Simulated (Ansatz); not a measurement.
Relaxed-ion elastic tensor of La2O3 (La2O3 or Ni2Al3 type, space group No. 164) in GPa (Voigt order), PBEsol in the plane-wave PAW code Ansatz; density 6.78 g/cm³, 15.96 Å³ per atom.

```
  216    131   86.4   29.7    0.0    0.0
  131    216   86.4  -29.7    0.0    0.0
 86.4   86.4    133    0.0    0.0    0.0
 29.7  -29.7    0.0   64.2    0.0    0.0
  0.0    0.0    0.0    0.0   64.2   29.7
  0.0    0.0    0.0    0.0   29.7   42.6
```

Is the crystal mechanically stable?

Yes: the smallest eigenvalue of C is 21.8 GPa.

Work out the Voigt, Reuss and Hill averages.

K_V = 130, K_R = 117, K_H = 124; G_V = 51.6, G_R = 35.7, G_H = 43.6 GPa.

Give Young's modulus, Poisson's ratio, Pugh's ratio and the universal anisotropy index.

E = 9KG/(3K + G) = 117 GPa; ν = 0.34; K/G = 2.83 (ductile by the Pugh limit of 1.75); A_U = 5G_V/G_R + K_V/K_R − 6 = 2.35.

Estimate the sound speeds and the Debye temperature.

v_l = √((K + 4G/3)/ρ) = 5180 m/s, v_t = √(G/ρ) = 2540 m/s, mean 2850 m/s; Θ = (h/k)(3n/4πV)^(1/3) v_m = 337 K.

Solve the Christoffel equation for the three sound speeds along x, y, z.

Eigenvalues of C_ijkl n_j n_l equal ρv². In km/s, slowest first: x 1.79, 3.54, 5.64; y 2.51, 2.94, 5.72; z 3.08, 3.08, 4.43.

How much does each axis shrink under pressure?

Linear compressibilities β_i = Σ_j S_ij (j = 1 to 3): x 1.5, y 1.5, z 5.6 per TPa.

Space group P-3m1 (La2O3 or Ni2Al3 type). The cell was relaxed with PBEsol under the symmetry of its start. Scalar-relativistic: spin–orbit coupling is off unless named, which matters more the heavier the elements.

Potentials: the later of the program's two PAW sets.
